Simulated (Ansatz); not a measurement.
# Pressure against volume: As

Space group R-3m:H (No. 166). a = 3.759 Å, b = 3.759 Å, c = 10.457 Å, α = 90.00°, β = 90.00°, γ = 120.00°
```tsv
atom	site	symmetry	x	y	z
As	6c	3m	0.3333	0.6667	0.8942
```

The runs use the primitive cell with vectors (1.880, 1.085, 3.486), (-1.880, 1.085, 3.486), (0.000, -2.171, 3.486) Å, to which the k mesh refers.

The structure is an experimental refinement, used without relaxation.

All numbers are computed: DFT, LDA, all-electron LAPW, scalar-relativistic (Ansatz 0.2.0); DFT, LDA, PAW with Ansatz's default frozen-core files, scalar-relativistic (Ansatz 0.2.0).

For LAPW: a Γ-centred 13×13×13 k mesh, Fermi–Dirac smearing of 0.05 eV, basis error target 1 meV/atom, no spin polarisation. PAW takes a cutoff of 420 eV at this cell (files made with PBE, cores remade for this functional). The Ansatz runs share mesh, smearing and spin set-up. Plane-wave (PAW) pressures include the program's estimate of the Pulay term.

The cell above is scaled evenly, with fractional coordinates and shape held.

(1) Estimate the equilibrium volume and bulk modulus that all-electron LAPW gives for this fixed shape.

Results:

(1) V0 = 20.93 Å³/atom, B0 = 82 GPa, B0′ = 4.2, from a third-order Birch–Murnaghan fit to these pressures:
```json
{"V/V(cell)": "0.9400", "V (Å³/atom)": "20.053", "P, LAPW (GPa)": "3.82", "P, PAW (GPa)": "3.80"}
{"V/V(cell)": "0.9600", "V (Å³/atom)": "20.480", "P, LAPW (GPa)": "1.86", "P, PAW (GPa)": "1.84"}
{"V/V(cell)": "0.9800", "V (Å³/atom)": "20.907", "P, LAPW (GPa)": "0.09", "P, PAW (GPa)": "0.07"}
{"V/V(cell)": "0.9900", "V (Å³/atom)": "21.120", "P, LAPW (GPa)": "-0.73", "P, PAW (GPa)": "-0.75"}
{"V/V(cell)": "1.0000", "V (Å³/atom)": "21.333", "P, LAPW (GPa)": "-1.50", "P, PAW (GPa)": "-1.52"}
{"V/V(cell)": "1.0100", "V (Å³/atom)": "21.547", "P, LAPW (GPa)": "-2.24", "P, PAW (GPa)": "-2.26"}
{"V/V(cell)": "1.0200", "V (Å³/atom)": "21.760", "P, LAPW (GPa)": "-2.94", "P, PAW (GPa)": "-2.96"}
{"V/V(cell)": "1.0400", "V (Å³/atom)": "22.187", "P, LAPW (GPa)": "-4.22", "P, PAW (GPa)": "-4.24"}
{"V/V(cell)": "1.0600", "V (Å³/atom)": "22.613", "P, LAPW (GPa)": "-5.38", "P, PAW (GPa)": "-5.40"}
```
